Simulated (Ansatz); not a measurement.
Relaxed MoTe₂ (2H-MoS2 type, space group P6_3/mmc):

```yaml
crystal:
  lattice:
    - [3.54214, 0.00000, 0.00000]
    - [-1.77107, 3.06758, 0.00000]
    - [0.00000, 0.00000, 14.18192]
  atoms:
    - { symbol: Mo, position: [0.33333, 0.66667, 0.75000] }
    - { symbol: Mo, position: [0.66667, 0.33333, 0.25000] }
    - { symbol: Te, position: [0.33333, 0.66667, 0.12347] }
    - { symbol: Te, position: [0.66667, 0.33333, 0.62347] }
    - { symbol: Te, position: [0.66667, 0.33333, 0.87653] }
    - { symbol: Te, position: [0.33333, 0.66667, 0.37653] }
```

Scan: atom 5 (Te, nearest neighbour Mo at 2.721 Å; its periodic images, 3.5 Å or more away, move with it) is displaced along Cartesian [111], direction (0.577, 0.577, 0.577) in Cartesian axes, by s. The other atoms stay.

Level of theory: r2SCAN+rVV10 (plane waves to 500 eV, PAW, scalar-relativistic; Ansatz, a first-principles code). k mesh 9×9×2 (Γ-centred), Fermi-Dirac smearing 0.05 eV. The energy includes the smearing's −TS. Left out: 1 of 11 points, with atoms too close for the PAW data. As the smearing reaches across the gap at some points, energies and forces of such displacements shift with the k mesh and the smearing. F∥ is the force on the atom along that direction. MoTe2 is run without spin polarisation. MoTe2 was relaxed with its symmetry unable to fall. Spin-orbit coupling is left out, though Te is heavy. The zero of ΔE is the undisplaced structure.

```csv
s (Å),ΔE (eV/cell),F∥ (eV/Å)
-0.656,___,10.071
-0.492,___,7.064
-0.328,0.611,4.135
-0.164,0.136,1.761
0.000,0.000,0.000
0.164,0.105,-1.198
0.328,___,-1.919
0.492,0.714,-2.258
0.656,1.091,-2.302
0.820,1.457,-2.145
```

### Question
Complete the blanks.

### Answer

- -0.656, ΔE (eV/cell): 2.929
- -0.492, ΔE (eV/cell): 1.524
- 0.328, ΔE (eV/cell): 0.367

(A displaced cell: forces are minus the slopes of the energy, force constants its curvatures, and phonons follow from these.)
